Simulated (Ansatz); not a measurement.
Cu (simple cubic, Pm-3m) under volume change, DFT-PBE in the program Ansatz with PAW potentials, scaled uniformly.

```csv
V (Å³/atom),E − E(relaxed) (meV/atom),P (GPa)
12.687,43.5,12.17
13.105,…,…
13.523,4.3,3.36
13.941,0.0,0.00
14.360,3.8,-2.82
14.778,…,…
15.196,30.5,-7.15
```

Task: Some entries are withheld; supply them.

Result: 
- 14.778, E − E(relaxed) (meV/atom): 14.3
- 14.778, P (GPa): -5.18
- 13.105, E − E(relaxed) (meV/atom): 18.1
- 13.105, P (GPa): 7.38

Task: What does a third-order Birch–Murnaghan fit give for V₀, B₀ and B′?

Result: V₀ = 13.94 Å³/atom, B₀ = 102 GPa, B′ = 4.9.

The start of the workflow was typed in or built on a structure type; neither database checked (COD, Materials Project) lists it. It is not the phase usual at ambient conditions (space group No. 225). The PBE relaxation kept the symmetry of its start; whether a distortion lowers the energy is not shown. The run is not spin-polarised.

Potentials: the later of the program's two PAW sets.
